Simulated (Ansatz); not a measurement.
**GdBr3 (BiF3-type structure): what the numbers say**

Level of theory: DFT, PBEsol, scalar-relativistic, collinear spin; plane waves to 420 eV with PAW datasets (Ansatz 0.2.0), 8×8×8 k-mesh, Gaussian smearing of 0.05 eV; PAW files: Ansatz's generated set soft_2.

The start was a prototype's sites filled with these elements. The Crystallography Open Database lists the compound in space group C2/m, so this is a trial structure.

The relaxed structure (symmetry read at 0.01 Å). The structure is cubic, space group Fm-3m (No. 225). The conventional cell has a = 7.297 Å, b = 7.297 Å, c = 7.297 Å, α = 90.00°, β = 90.00°, γ = 90.00°. Around Gd (site symmetry m-3m) lie 8 Br at 3.16 Å. Around Br (site symmetry m-3m) lie 8 Br at 3.16 Å. Br (site symmetry -43m) is surrounded by 4 Gd at 3.16 Å and 4 Br at 3.16 Å. (Neighbours are counted to 15 % beyond the shortest distance.)

Results at this level of theory:

| Property | Result |
| --- | --- |
| Volume | 24.28 Å³/atom |
| Band gap | 0.53 eV |
| Smallest direct gap | 0.54 eV (over both spins) |
| Magnetic state | ferromagnetic (the only order tried) |
| Site spin moments | Gd 6.87 μB |
| Spin moment of the cell | 7.00 μB |
| f electrons (orthogonalised atomic orbitals) | Gd 7.20 |
| Formation energy from the elements (0 K, uncorrected) | -1.40 eV/atom |
| Bulk modulus (Birch–Murnaghan) | 56 GPa |
| Pressure derivative B0′ | 4.7 |
| Elastically stable | no (eigenvalue of -2.9 GPa) |

Question: Should it be a metal or an insulator?

Answer: Formal charges Gd³⁺, Br⁻ leave Gd³⁺ with an open 4f⁷ shell. A part-filled shell gives a gap only if something splits it: here on each such atom exchange fills one spin channel and leaves the other empty, so the half-filled shell acts almost as a closed one, and the gap is 0.53 eV.

Question: What kind of gap is it?

Answer: It is indirect by only 0.01 eV, as good as direct: 0.53 eV. Within 0.6 eV of the edges the projected states are 89 % Br 4p at the top of the valence band and 97 % Gd 4f at the bottom of the conduction band. Without a U the empty f levels lie too low, so this edge is partly the functional's doing; with a U it could pass to the Gd d band and the gap widen.

Question: What moment should the f shell carry?

Answer: Hund's first rule gives Gd³⁺ with 7 f electrons 7 unpaired spins, a spin moment of 7 μB; the run has 6.87 μB on Gd (atomic spheres) and 7.20 f electrons on orthogonalised orbitals. The moment is close to the ion's, so in this run the shell is localised and nearly fully polarised.

Question: How stiff is it, in energy terms?

Answer: B0·V0 = 56.5 GPa × 24.26 Å³ = 8.55 eV/atom sets the scale: near the minimum ΔE ≈ ½ B0 V0 x², with x = V/V0 − 1, and a pressure of 0.6 GPa squeezes the volume by about 1 %. At the ends of the curve: x = −3.9 % predicts 6.5 meV/atom and the run gives 7.0; x = +4.1 % predicts 7.3 meV/atom and the run gives 6.7. The curve is steeper than the parabola on the compressed side and flatter on the expanded side: the bulk modulus rises with pressure.

Semilocal functionals without a U place occupied f levels too high and empty ones too low, so gaps that touch them come out too small. Scalar-relativistic only: spin–orbit splittings of the heavy atoms' levels are missing. The run wasn't fully tested for a lower electronic state. Site moments are of spin, integrated over atomic spheres. Only parallel moments were tried, so the real magnetic order may be another.
